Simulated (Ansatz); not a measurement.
One crystal and one scan (scan of one atom of the cell) at two levels, PBE (plane waves to 420 eV, PAW, scalar-relativistic; Ansatz, a program for electronic structure) and r2SCAN (plane waves to 500 eV, PAW, scalar-relativistic; Ansatz), each from its own relaxed cell and on its own mesh. The cell shown is that of PBE.

TiAl3 (D022 type, space group I4/mmm)

```
TiAl3
1.0
   -1.92294     1.92294     4.30997
    1.92294    -1.92294     4.30997
    1.92294     1.92294    -4.30997
Al Ti
3 1
Direct
  0.50000   0.50000   0.00000
  0.75000   0.25000   0.50000
  0.25000   0.75000   0.50000
  0.00000   0.00000   0.00000
```

Scan: atom 4 (Ti, nearest neighbour Al at 2.719 Å; its periodic images, 3.8 Å or more away, move with it) is displaced along Cartesian z, direction (0.000, 0.000, 1.000) in Cartesian axes, by s. The other atoms stay.

E stands for the smeared free energy. TiAl3 is run without spin polarisation. TiAl3 was relaxed with its symmetry unable to fall. With partly filled bands, energies and forces of such displacements shift with the k mesh and the smearing. Both scans cover s from -0.540 to 0.540 Å.

ΔE (meV/cell), each from the undisplaced structure of its own level:

```tsv
s (Å)	PBE	r2SCAN
-0.540	1132	withheld
-0.432	715	812
-0.324	397	453
-0.216	175	200
-0.108	44	50
0.000	0	0
0.108	44	50
0.216	175	200
0.324	397	453
0.432	715	812
0.540	1132	withheld
```

**Question.** Estimate the r2SCAN value at 0.540 from the PBE value there and the ratio of the two levels in the two nearest given rows on that side of the minimum.

**Answer.** At 0.432 and 0.324 the ratio r2SCAN/PBE averages 1.138, which gives 1.138 × 1132 = 1288 meV/cell. The calculation gives 1279 meV/cell, +13.0 % against PBE.

(For displaced atoms, the force is minus the slope of the energy, and its curvature is a force constant, which sets phonon frequencies.)
